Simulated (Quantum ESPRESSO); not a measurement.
## PSi6Ga (input and log of a self-consistent run)

A calculation, not a measurement. The program is pw.x of Quantum ESPRESSO 7.5 (plane-wave density functional theory). The cell is made up: 8 atoms on a zincblende/diamond lattice, with randomly drawn elements, strain and displacements, not relaxed. PseudoDojo standard norm-conserving files (v0.5 for PBE, v0.4.1 for LDA and PBEsol) set the functional; there is no spin polarisation, spin-orbit coupling or dispersion term, and the masses in the input are unused placeholders.

Input:

```
&control calculation='scf', pseudo_dir='./dojo.nc.sr.pbe.v0_5.standard.upf', outdir='./o', disk_io='low', tprnfor=.true., tstress=.true. /
&system ibrav=0, nat=8, ntyp=3, nbnd=31, ecutwfc=79.96652505, nosym=.true., tot_charge=0,
 occupations='smearing', smearing='fd', degauss=0.0073498644
/
&electrons conv_thr=7.350e-09, electron_maxstep=60, /
ATOMIC_SPECIES
Ga 1.0 Ga.upf
P 1.0 P.upf
Si 1.0 Si.upf
CELL_PARAMETERS angstrom
5.502 -0.089 -0.0846
-0.089 5.4069 0.0085
-0.0846 0.0085 5.5084
ATOMIC_POSITIONS angstrom
P -0.0303 -0.0059 -0.0582
Si -0.0601 2.7409 2.6689
Ga 2.7064 -0.0912 2.7081
Si 2.7943 2.6708 -0.0167
Si 1.3983 1.3112 1.2867
Si 1.2446 4.0504 4.082
Si 4.1173 1.3016 4.0303
Si 4.0326 3.9606 1.3108
K_POINTS automatic
6 6 6 1 1 1
```

The log is shortened where brackets say so; the opening notice, blank lines, dates and the lines on written files are dropped, and the path of the files is cut. It prints rydbergs, bohrs and kilobars, and counts compression as positive stress.

```
     Program PWSCF v.7.5
     Parallel version (MPI & OpenMP), running on       4 processor cores
     Number of MPI processes:                 4
     Threads/MPI process:                     1
     [start-up lines left out]
     bravais-lattice index     =            0
     lattice parameter (alat)  =      10.3999  a.u.
     unit-cell volume          =    1105.2793 (a.u.)^3
     number of atoms/cell      =            8
     number of atomic types    =            3
     number of electrons       =        42.00
     number of Kohn-Sham states=           31
     kinetic-energy cutoff     =      79.9665  Ry
     charge density cutoff     =     319.8661  Ry
     scf convergence threshold =      7.3E-09
     mixing beta               =       0.7000
     number of iterations used =            8  plain     mixing
     Exchange-correlation= PBE
                           (   1   4   3   4   0   0   0)
     [axes and pseudopotential details left out]
   Cartesian axes
     site n.     atom                  positions (alat units)
         1        P      tau(   1) = (  -0.0055057  -0.0010721  -0.0105753  )
         2        Si     tau(   2) = (  -0.0109206   0.4980403   0.4849574  )
         3        Ga     tau(   3) = (   0.4917714  -0.0165717   0.4920803  )
         4        Si     tau(   4) = (   0.5077434   0.4853026  -0.0030345  )
         5        Si     tau(   5) = (   0.2540807   0.2382540   0.2338022  )
         6        Si     tau(   6) = (   0.2261523   0.7359854   0.7417273  )
         7        Si     tau(   7) = (   0.7481416   0.2365096   0.7323331  )
         8        Si     tau(   8) = (   0.7327510   0.7196681   0.2381813  )
     number of k points=   108  Fermi-Dirac smearing, width (Ry)=  0.0073
     Number of k-points >= 100: set verbosity='high' to print them.
     Dense  grid:   106785 G-vectors     FFT dimensions: (  60,  60,  60)
     Estimated max dynamical RAM per process >     301.66 MB
     Estimated total dynamical RAM >       1.10 GB
     Initial potential from superposition of free atoms
     starting charge      41.9935, renormalised to      42.0000
     Starting wfcs are   37 randomized atomic wfcs
     total cpu time spent up to now is        4.9 secs
     per-process dynamical memory:   255.8 Mb
     Self-consistent Calculation
     iteration #  1     ecut=    79.97 Ry     beta= 0.70
     Davidson diagonalization with overlap
     ethr =  1.00E-02,  avg # of iterations =  4.5
     Threshold (ethr) on eigenvalues was too large:
     Diagonalizing with lowered threshold
     Davidson diagonalization with overlap
     ethr =  5.13E-04,  avg # of iterations =  4.4
     total cpu time spent up to now is       28.6 secs
     total energy              =    -217.51254282 Ry
     estimated scf accuracy    <       0.23349238 Ry
     iteration #  2     ecut=    79.97 Ry     beta= 0.70
     Davidson diagonalization with overlap
     ethr =  5.56E-04,  avg # of iterations =  2.4
     total cpu time spent up to now is       38.8 secs
     total energy              =    -217.51941618 Ry
     estimated scf accuracy    <       0.05052121 Ry
     iteration #  3     ecut=    79.97 Ry     beta= 0.70
     Davidson diagonalization with overlap
     ethr =  1.20E-04,  avg # of iterations =  5.5
     total cpu time spent up to now is       51.6 secs
     total energy              =    -217.53289439 Ry
     estimated scf accuracy    <       0.03065580 Ry
     iteration #  4     ecut=    79.97 Ry     beta= 0.70
     Davidson diagonalization with overlap
     ethr =  7.30E-05,  avg # of iterations =  2.6
     total cpu time spent up to now is       61.5 secs
     total energy              =    -217.53846682 Ry
     estimated scf accuracy    <       0.00021556 Ry
     iteration #  5     ecut=    79.97 Ry     beta= 0.70
     Davidson diagonalization with overlap
     ethr =  5.13E-07,  avg # of iterations = 12.5
     total cpu time spent up to now is       81.0 secs
     total energy              =    -217.53860505 Ry
     estimated scf accuracy    <       0.00009638 Ry
     iteration #  6     ecut=    79.97 Ry     beta= 0.70
     Davidson diagonalization with overlap
     ethr =  2.29E-07,  avg # of iterations =  2.6
     total cpu time spent up to now is       90.8 secs
     total energy              =    -217.53862257 Ry
     estimated scf accuracy    <       0.00000971 Ry
     iteration #  7     ecut=    79.97 Ry     beta= 0.70
     Davidson diagonalization with overlap
     ethr =  2.31E-08,  avg # of iterations =  2.0
     total cpu time spent up to now is       99.9 secs
     total energy              =    -217.53862452 Ry
     estimated scf accuracy    <       0.00000039 Ry
     iteration #  8     ecut=    79.97 Ry     beta= 0.70
     Davidson diagonalization with overlap
     ethr =  9.33E-10,  avg # of iterations =  4.0
     total cpu time spent up to now is      110.9 secs
     total energy              =    -217.53862471 Ry
     estimated scf accuracy    <       0.00000010 Ry
     iteration #  9     ecut=    79.97 Ry     beta= 0.70
     Davidson diagonalization with overlap
     ethr =  2.35E-10,  avg # of iterations =  2.0
     total cpu time spent up to now is      120.2 secs
     total energy              =    -217.53862473 Ry
     estimated scf accuracy    <       0.00000001 Ry
     iteration # 10     ecut=    79.97 Ry     beta= 0.70
     Davidson diagonalization with overlap
     ethr =  3.49E-11,  avg # of iterations =  2.1
     total cpu time spent up to now is      129.3 secs
     End of self-consistent calculation
     Number of k-points >= 100: set verbosity='high' to print the bands.
     the Fermi energy is     6.7333 ev
!    total energy              =    -217.53862473 Ry
     estimated scf accuracy    <          5.4E-10 Ry
     smearing contrib. (-TS)   =      -0.00123565 Ry
     internal energy E=F+TS    =    -217.53738908 Ry
     The total energy is F=E-TS. E is the sum of the following terms:
     one-electron contribution =     -90.64300135 Ry
     hartree contribution      =      69.42961589 Ry
     xc contribution           =     -64.43245707 Ry
     ewald contribution        =    -131.89154655 Ry
     convergence has been achieved in  10 iterations
     Forces acting on atoms (cartesian axes, Ry/au):
     atom    1 type  2   force =     0.02274804   -0.00625303    0.00609449
     atom    2 type  3   force =     0.02097616   -0.03443283    0.00384532
     atom    3 type  1   force =     0.01365079    0.01753893   -0.01303303
     atom    4 type  3   force =    -0.03368373   -0.02817630   -0.06236204
     atom    5 type  3   force =    -0.01748917    0.00444009    0.01938367
     atom    6 type  3   force =     0.00317003   -0.01287103    0.03036555
     atom    7 type  3   force =    -0.02471070    0.01336190   -0.00320425
     atom    8 type  3   force =     0.01533858    0.04639227    0.01891030
     Total force =     0.118571     Total SCF correction =     0.000063
     Computing stress (Cartesian axis) and pressure
          total   stress  (Ry/bohr**3)                   (kbar)     P=        6.35
   0.00001336   0.00023417   0.00019929            1.97       34.45       29.32
   0.00023417   0.00010769  -0.00003319           34.45       15.84       -4.88
   0.00019929  -0.00003319   0.00000852           29.32       -4.88        1.25
     init_run     :      4.54s CPU      4.78s WALL (       1 calls)
     electrons    :    123.58s CPU    124.48s WALL (       1 calls)
     forces       :      2.12s CPU      2.14s WALL (       1 calls)
     stress       :      7.32s CPU      7.32s WALL (       1 calls)
     [timing details left out]
     PWSCF        :   2m17.75s CPU   2m18.96s WALL
     JOB DONE.
```

In other units: free energy -2959.764 eV for the cell, pressure 0.64 GPa, largest force component 1.603 eV/Å. A rerun of a related cell, with the same atoms placed differently, at 1377 eV and a 8 x 8 x 8 mesh moved values by no more than 0.002 eV in energy, 0.02 GPa in stress and 0.002 eV/Å in force.